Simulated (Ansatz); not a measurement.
A distorted cell of TiN (rock salt):

```
TiN
1.0
    0.00000     4.23332     4.23332
    2.11666     0.00000     2.11666
    2.11666     2.11666     0.00000
N Ti
2 2
Cartesian
  0.00000   0.00000   0.00000
  0.00000   2.11666   2.11666
  2.11666   2.11666   2.11666
  1.86466   4.23332   4.23332
```

Calculation: r2SCAN (plane waves to 500 eV, PAW, scalar-relativistic; Ansatz, an electronic-structure program). k mesh 15×15×15 (Γ-centred), Fermi-Dirac smearing 0.05 eV. The energy includes the smearing's −TS. Stress and pressure are positive under compression. With partly filled bands, energies and forces of such displacements shift with the k mesh and the smearing. The PAW data are Ansatz's earlier set. TiN is run without spin polarisation. TiN was relaxed with its symmetry unable to fall.

Question: What forces act on the atoms (eV/Å, Cartesian)?

Answer: 
```json
[
 {"atom": "N1", "Fx": "-2.407", "Fy": "-0.115", "Fz": "-0.115"},
 {"atom": "N2", "Fx": "-0.800", "Fy": "0.133", "Fz": "0.133"},
 {"atom": "Ti3", "Fx": "-0.299", "Fy": "0.512", "Fz": "0.512"},
 {"atom": "Ti4", "Fx": "3.506", "Fy": "-0.530", "Fz": "-0.530"}
]
```

Question: What is the stress tensor (GPa)?

Answer: 
```
   17.1     -0.7     -0.7
   -0.7      0.1      0.6
   -0.7      0.6      0.1
```
The pressure, a third of the trace, is 5.8 GPa.

Question: In it atom 4 sits (-0.252, 0.000, 0.000) Å away from its relaxed site. What is its energy relative to the relaxed cell?

Answer: 376 meV/cell.

(A displaced cell: forces are minus the slopes of the energy, force constants its curvatures, and phonons follow from these.)
